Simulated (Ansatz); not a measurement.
MgS:
```cif
data_MgS
_chemical_formula_sum 'S1 Mg1'
_space_group_name_H-M_alt 'P 1'
_space_group_IT_number 1
_cell_length_a 3.67917
_cell_length_b 3.67917
_cell_length_c 3.67917
_cell_angle_alpha 60.000
_cell_angle_beta 60.000
_cell_angle_gamma 60.000
loop_
_space_group_symop_operation_xyz
  'x, y, z'
loop_
_atom_site_label
_atom_site_type_symbol
_atom_site_fract_x
_atom_site_fract_y
_atom_site_fract_z
_atom_site_occupancy
S1 S 0.00000 0.00000 0.00000 1
Mg1 Mg 0.50000 0.50000 0.50000 1
```

Relaxed with r²SCAN. Independent-particle spectrum: no excitons, no local fields, no scissors shift; 0.1 eV broadening; ε₁ of the summed bands alone.

Problem. Tabulate the dielectric function from plane-wave PAW r²SCAN (Ansatz code).

Solution. 

```csv
E (eV),ε₁ xx,ε₂ xx
0.0,5.12,0.00
0.3,5.13,0.00
0.6,5.15,0.00
0.9,5.18,0.00
1.2,5.23,0.00
1.5,5.30,0.00
1.8,5.38,0.00
2.1,5.49,0.00
2.4,5.62,0.00
2.7,5.78,0.00
3.0,5.97,0.00
3.3,6.21,0.00
3.6,6.50,0.00
3.9,6.88,0.00
4.2,7.37,0.00
4.5,8.08,0.00
4.8,9.06,0.32
5.1,10.37,0.61
5.4,11.96,2.17
5.7,13.56,3.90
6.0,14.62,9.43
6.3,11.13,12.05
6.6,9.95,14.86
6.9,0.75,17.35
7.2,-1.74,11.03
7.5,-1.15,7.57
7.8,1.54,7.74
8.1,1.77,10.08
8.4,-1.34,9.87
8.7,-2.35,9.20
9.0,-4.41,8.14
9.3,-4.42,5.58
9.6,-3.83,4.36
9.9,-3.25,3.69
10.2,-2.90,3.42
10.5,-2.68,3.06
10.8,-2.49,2.90
11.1,-2.41,2.54
11.4,-2.38,2.36
11.7,-2.35,1.94
12.0,-2.09,1.67
```

Problem. From ε at 6.1 eV (xx: 13.16 + 10.93i), find n, k, the normal reflectivity and the absorption coefficient.

Solution. n = 3.89, k = 1.405, R = 40 %, α = 2kE/ħc = 870000 cm⁻¹.

With all bands, ε∞ without local fields is 5.15.

Space group Fm-3m (rock salt). The r²SCAN relaxation kept the symmetry of its start.

Potentials: the later of the program's two PAW sets.
